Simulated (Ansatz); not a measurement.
CuAu3:
```
CuAu3
1.0
    4.01108     0.00000     0.00000
    0.00000     4.01108     0.00000
    0.00000     0.00000     4.01108
Au Cu
3 1
Direct
  0.00000   0.50000   0.50000
  0.50000   0.00000   0.50000
  0.50000   0.50000   0.00000
  0.00000   0.00000   0.00000
```

Relaxed with r²SCAN. Special points in fractions of this cell's reciprocal vectors: Γ (0.000, 0.000, 0.000); X (0.000, 0.500, 0.000); M (0.500, 0.500, 0.000); R (0.500, 0.500, 0.500).

### Question
List the band energies nearest the Fermi level at these points for plane-wave PAW r²SCAN with spin–orbit coupling (Ansatz code).

### Answer
In eV from the Fermi level; about four levels below and three above (degenerate sets whole), none deeper than 8.9 eV; points with the same levels are listed once.

| k | below | above |
|---|---|---|
| Γ | -1.25 -1.25 -1.25 -1.25 | 0.77 0.77 0.77 0.77 |
| X | -1.72 -1.72 -1.57 -1.57 | 5.22 5.22 5.44 5.44 |
| M | -0.15 -0.15 -0.09 -0.09 | 8.38 8.38 8.88 8.88 |
| R | -1.08 -1.08 -0.51 -0.51 | 2.75 2.75 3.09 3.09 3.09 3.09 |

Space group Pm-3m (Cu3Au type). The workflow started from an entry of the Crystallography Open Database (COD). Whether it is the stable phase at ambient conditions was not checked. The cell was relaxed with r²SCAN under the symmetry of its start; its stability against distortions is not shown here. No spin polarisation was allowed.

Potentials: the later of the program's two PAW sets.
